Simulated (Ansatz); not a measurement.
Computed properties of NaCl

NaCl:
```yaml
crystal:
  lattice:
    - [3.46065, 0.00000, 0.00000]
    - [0.00000, 3.46065, 0.00000]
    - [0.00000, 0.00000, 3.46065]
  atoms:
    - { symbol: Na, position: [0.00000, 0.00000, 0.00000] }
    - { symbol: Cl, position: [0.50000, 0.50000, 0.50000] }
```

Space group Pm-3m (No. 221), CsCl type; conventional cell a = b = c = 3.4607 Å, α = β = γ = 90.00°.

Method: r²SCAN (plane waves, PAW; program Ansatz). The cell and atoms are relaxed at this level. Other levels are named where they apply.

**Cell and energy**

```yaml
volume_per_atom: 20.72 Å³
density: 2.34 g/cm³
Formation energy from the elements (no fitted shifts): -1.88 eV/atom
```

**Electronic structure**

```yaml
band_gap: 4.91 eV (indirect)
valence_band_maximum: at M
conduction_band_minimum: at Γ
smallest_direct_gap_on_the_standard_path: 5.45 eV
electron_effective_mass: 0.38 mₑ (isotropic)
hole_effective_mass: 0.51, 4.2, 4.2 mₑ (principal values)
HSE06 gap on the r²SCAN cell: 5.43 eV
```

**Mechanics**

```yaml
Bulk modulus (Birch–Murnaghan fit): 29.4 GPa
Pressure derivative B′: 4.7
Elastic constants (relaxed ions, GPa): C11 = 87.1, C12 = 0.6, C44 = -1.7
mechanical_stability: marginal (the smallest eigenvalue of C is near zero)
```

**Dielectric response**

```yaml
Electronic dielectric constant ε∞ (DFPT): 2.58
Static dielectric constant ε0 (ions relaxed, cell fixed): 14.8
Born charges (a third of the trace): Na +1.16, Cl -1.16 e
```

**Phonons**

```yaml
Highest zone-centre frequency (without LO–TO term): 12.1 meV
zone_centre_stability: no imaginary mode at Γ
dynamical_stability_on_the_path: unstable, down to 79i cm⁻¹
```

**Charges**

```yaml
bader_charges: Na +0.89, Cl -0.89 e
```

This is a known high-pressure phase of the composition, computed here at zero pressure and temperature. The r²SCAN relaxation kept the symmetry of its start. The references are the lowest solids computed at this level, not always the standard phases (solids in place of the gases).

Potentials: the later of the program's two PAW sets.
